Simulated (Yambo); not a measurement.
G0W0@PBEsol for Sr₂OsH₆ (space group Fm-3m, No. 225) in Yambo. Reference settings: 4×4×4 Γ-centred k mesh, bands 5 to 159 and a 7 Ry block in the screening, 159 bands in G with the Bruneval-Gonze terminator, plasmon pole fitted at 27.2 eV. The PBEsol gap Γ → X on this mesh is 2.32 eV; G0W0 gaps are taken between the same points.

The settings were changed. The gap went from 3.63 eV to 3.51 eV, and the shift of the valence edge from -0.47 eV to -0.21 eV.

### Question
What was changed between the two runs?
A. 41 bands in W, 41 bands in G, 3 Ry block
B. 2×2×2 mesh
C. 41 bands in W, 41 bands in G, 2 Ry block
D. 90 bands in W, 90 bands in G, 3 Ry block

### Answer
D, 90 bands in W, 90 bands in G, 3 Ry block. The others gave (gap, valence shift): 2×2×2 mesh: 3.59, -0.38 eV; 41 bands in W, 41 bands in G, 2 Ry block: 3.53, 0.13 eV; 41 bands in W, 41 bands in G, 3 Ry block: 3.58, 0.11 eV.

Spin-orbit coupling is not included.

Geometry of the Materials Project entry, not relaxed at this level; primitive cell a = b = c = 5.3914 Å, α = β = γ = 60.00°.

The structure is a Materials Project entry; no match was found in the copy of COD used, and its stability was not checked.

A shift is the quasiparticle energy of the state minus its PBEsol energy.
